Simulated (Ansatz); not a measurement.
# TiPd: strain and displacement

```xyz
2
Lattice="3.1800 0.0000 0.0000 0.0000 3.1800 0.0000 0.0000 0.0000 3.1800" Properties=species:S:1:pos:R:3 pbc="T T T"
Ti    1.5900    1.5900    1.5900
Pd    0.0000    0.0000    0.0000
```

Atom numbers follow the list: Ti1, Pd2.

The conventional cell has a = 3.180 Å, b = 3.180 Å, c = 3.180 Å, α = 90.00°, β = 90.00°, γ = 90.00°. Around Ti (atom 1) lie 8 Pd at 2.75 Å. Pd (atom 2) has 8 Ti at 2.75 Å as nearest neighbours.

The geometry is COD entry 1523469, unchecked; take it as a test cell.

Spin polarisation is left out, and whether a magnetic state lies lower isn't shown here.

Theory: Ansatz 0.2.0, DFT, PBEsol, all-electron PAW with datasets made for the crystal, scalar-relativistic.

Sampling and basis: a Γ-centred 13×13×13 k mesh, Fermi–Dirac smearing of 0.08 eV, cutoff 260 eV (chosen by the program for this cell), no spin polarisation.

The unchanged cell is at -6.84 GPa.

In a metal, stresses and small energies carry noise from the k mesh.

x, y and z are the Cartesian axes of the cell as listed; fractional coordinates follow a strain, and an engineering shear is twice the off-diagonal strain component.

**Question.** One change gave: energy change +3 meV/atom; stress change (xx, yy, zz, yz, xz, xy) 0.13, 0.13, 0.13, 0.93, 0.93, 0.93 GPa, compression positive. Which change was it?
A. equal xy, yz and zx engineering shear strains of -2 %
B. equal xy, yz and zx engineering shear strains of -1 %
C. equal xy, yz and zx engineering shear strains of +2 %
D. equal xy, yz and zx engineering shear strains of +1 %

**Answer.** A. For equal xy, yz and zx engineering shear strains of -1 %: energy change under 1 meV/atom; stress change (xx, yy, zz, yz, xz, xy) 0.03, 0.03, 0.03, 0.45, 0.45, 0.45 GPa, compression positive. For equal xy, yz and zx engineering shear strains of +1 %: energy change under 1 meV/atom; stress change (xx, yy, zz, yz, xz, xy) 0.03, 0.03, 0.03, -0.42, -0.42, -0.42 GPa, compression positive. For equal xy, yz and zx engineering shear strains of +2 %: energy change +2 meV/atom; stress change (xx, yy, zz, yz, xz, xy) 0.12, 0.12, 0.12, -0.81, -0.81, -0.81 GPa, compression positive.
